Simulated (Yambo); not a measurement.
Yambo run on AlN (zinc blende, space group F-43m, No. 216). The wavefunctions come from this Quantum ESPRESSO step (PBEsol, PseudoDojo standard norm-conserving files, scalar-relativistic):

```
&CONTROL
  calculation = 'nscf'
  pseudo_dir = './pseudo'
  outdir = './out'
/
&SYSTEM
  ibrav = 0
  nat = 2
  ntyp = 2
  ecutwfc = 84.0
  ecutrho = 336.0
  occupations = 'fixed'
  force_symmorphic = .true.
  nbnd = 79
/
&ELECTRONS
  conv_thr = 2e-09
  diago_full_acc = .true.
  diago_thr_init = 1e-08
/
ATOMIC_SPECIES
N 14.0070 N.upf
Al 26.9815 Al.upf
CELL_PARAMETERS angstrom
  0.000000000000   2.188367272000   2.188367272000
  2.188367272000   0.000000000000   2.188367272000
  2.188367272000   2.188367272000   0.000000000000
ATOMIC_POSITIONS crystal
N   0.250000000000   0.250000000000   0.250000000000
Al   0.000000000000   0.000000000000   0.000000000000
K_POINTS automatic
6 6 6 0 0 0
```

Yambo input:

```
rim_cut
gw0
dyson
el_el_corr
HF_and_locXC
ppa
em1d
RandQpts= 1000000
RandGvec= 1 Ry
EXXRLvcs= 84 Ry
VXCRLvcs= 336 Ry
Chimod= "HARTREE"
% BndsRnXp
 1 | 77 |
%
NGsBlkXp= 14 Ry
% LongDrXp
 1.0 | 1.0 | 1.0 |
%
PPAPntXp= 27.2114 eV
% GbndRnge
 1 | 77 |
%
GTermKind= "BG"
DysSolver= "n"
ExtendOut
% QPkrange
 1 | 1 | 4 | 5 |
 13 | 13 | 4 | 5 |
%
```

k points by index: 1 = Γ, 13 = X.

Resulting energies as the program prints them:

```
#    K-point    Band    Eo [eV]    E [eV]    E-Eo [eV]    Vxc [eV]    Vnlxc [eV]    Sc|Eo [eV]    Sc|E [eV]    dSc/dw|Eo [eV]    Re(Z)    Im(Z)
#
    1    4    0.000000    -1.014242    -1.014242    -16.76387    -20.82307    2.773735    3.044957    -7.275959    0.789023    -0.001197
    1    5    4.065877    4.605688    0.539811    -12.62530    -8.171901    -3.793020    -3.913584    -6.076624    0.817452    -0.001047
    13    4    -1.791255    -3.033755    -1.242500    -15.28725    -19.97644    3.107695    3.446690    -7.423430    0.785664    -0.001295
    13    5    3.185395    3.657328    0.471933    -9.410579    -5.107455    -3.739665    -3.831191    -5.276342    0.837588    -0.993132E-3
```
(The two width columns are left out.) Convergence of these settings isn't established.

Geometry relaxed with PBEsol.

This is not the ordinary phase of the substance; no match was found in the copy of COD used, and its stability was not checked.
